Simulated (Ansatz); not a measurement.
# Pt: an elastic constant from a strain scan

Method: Ansatz, DFT PBEsol, scalar-relativistic, plane waves, PAW. Settings: plane waves to 420 eV, k-mesh 26×26×26 (Γ-centred), Gaussian smearing 0.15 eV. Spin–orbit coupling is left out, which can shift energies with elements as heavy as these. No spin polarisation. Energies are free energies at this smearing, counted from the undisturbed cell; pressure is positive in compression.

Zero of the scan (relaxed at this level; with this scan's settings it stands at 0.1 GPa; this bcc form isn't the usual structure):

```
Pt
1.0
    -1.56047    1.56047    1.56047
     1.56047   -1.56047    1.56047
     1.56047    1.56047   -1.56047
Pt
1
Direct
  0.00000 0.00000 0.00000
```

The cell is strained by ε times the Voigt pattern (0, 0, 1, 0, 0, 0) (xx, yy, zz, yz, xz, xy; engineering shear) with fractional coordinates fixed. The cell holds 1 atom in V0 = 15.20 Å³. The stress column is τ = (1/V0) dE/dε, got from the stress tensor σ (compression positive) at each point as −det(1 + εP) σ : P(1 + εP)⁻¹, with P the pattern as a tensor.

```csv
ε,ΔE (meV/atom),τ (GPa)
-0.0600,40.752,-15.166
-0.0300,9.661,-6.910
0.0000,0.000,-0.106
0.0150,2.018,2.916
0.0450,18.407,8.520
0.0600,?,?
```

**Question.** Which combination of elastic constants does this scan measure, and how large is it?

**Answer.** For small ε, τ = τ0 + Kε with K = pᵀCp, which for this pattern is C11 in the cubic axes. The parabola through τ at ε = -0.0300, 0 and 0.0150 has slope K = 210 GPa at zero. The energies per cell, E = NΔE, of the same two points give K = 2[E(ε₊)/ε₊ − E(ε₋)/ε₋]/[(ε₊ − ε₋)V0] = 214 GPa, in agreement.

**Question.** Predict the withheld row at ε = 0.0600 from the harmonic law, and compare.

**Answer.** ΔE = V0(τ0 ε + Kε²/2)/N = 35.238 meV/atom and τ = 12.49 GPa. The calculation gives 32.412 meV/atom and 11.14 GPa: the energy lies 8 % below the harmonic value, as bonds soften when stretched.

In a metal these slopes depend on the k mesh and the smearing.